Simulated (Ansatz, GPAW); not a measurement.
**In3Se: programs and potentials compared**

```xyz
4
Lattice="4.8038 0.0000 0.0000 0.0000 4.8038 0.0000 0.0000 0.0000 4.8038" Properties=species:S:1:pos:R:3 pbc="T T T"
In    2.4019    2.4019    0.0000
In    2.4019    0.0000    2.4019
In    0.0000    2.4019    2.4019
Se    0.0000    0.0000    0.0000
```

The cell comes from a database or a generator and needn't be the stable form of this composition.

Alike in all runs: task band structure; functional PBEsol; k mesh 6 × 6 × 6; occupations fermi-dirac, width 0.05 eV; no spin polarisation; no spin-orbit coupling. Pressure is positive in compression and, in plane waves, holds the error of the finite cutoff, which Ansatz's Pulay term estimates and takes out.

```tsv
program and potentials	plane-wave cutoff (eV)	notes	pressure (GPa)
Ansatz, Ansatz PAW	420	potentials made for PBE, which Ansatz adapts in part; 13.75 valence electrons an atom on average; Pulay term of +0.03 GPa included	-2.95
GPAW, PAW data sets generated for this functional	600	11.25 valence electrons an atom on average	-3.17
Ansatz, all-electron LAPW, scalar-relativistic	-	-	-2.94
```

The pressure spans -3.17 (GPAW, PAW data sets generated for this functional) to -2.94 GPa (Ansatz, all-electron LAPW, scalar-relativistic), with all-electron results at -2.94.

Differences between rows come from potentials, basis sets and numerical settings, since the functional is the same but for its coding. Runs on potential files found faulty are left out.
